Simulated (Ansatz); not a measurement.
A geometry of AlNi away from equilibrium: step 2 of the relaxation of a relaxed AlNi cell, doubled along one cell vector, shaken by Gaussian noise of σ = 0.08 Å a coordinate. All values below come from PBE (plane waves to 420 eV, PAW, scalar-relativistic; Ansatz, a program for electronic structure). Γ-centred k-mesh 12×9×4 on the run's cell (coarser than for final values), Fermi–Dirac smearing 0.05 eV.

```yaml
crystal:
  lattice:
    - [2.72884, -0.00289, 0.00770]
    - [-0.00382, 3.61527, 0.00083]
    - [0.02869, 0.00234, 10.15018]
  atoms:
    - { symbol: Al, position: [0.97407, 0.99956, 0.33539] }
    - { symbol: Al, position: [0.00047, 0.02056, 0.83190] }
    - { symbol: Al, position: [0.48702, 0.50144, 0.16772] }
    - { symbol: Al, position: [0.50274, 0.51814, 0.66498] }
    - { symbol: Ni, position: [0.97739, 0.99149, 0.06605] }
    - { symbol: Ni, position: [0.96500, 0.99699, 0.57006] }
    - { symbol: Ni, position: [0.51013, 0.50918, 0.41774] }
    - { symbol: Ni, position: [0.48375, 0.49520, 0.92242] }
```

### Question
Which atoms carry the largest force, and which way does it point?

### Answer
1.01 eV/Å, on Al1 (atoms numbered as listed); on Al1 its components are (0.44, 0.28, -0.86).

### Question
What is the pressure?

### Answer
+2.4 GPa, compression positive.

### Question
How far above the relaxed end point is this geometry?

### Answer
0.02 eV/atom; the path ends in Pmmn (No. 59).

No spin polarisation in the result. A magnetic state may lie lower.

The end of the path is a generated cell of AlNi: the first start was made by placing the elements on the sites of a structure type, and the end was not matched to a known phase here, so it may be hypothetical. Known forms of AlNi include space group No. 221.
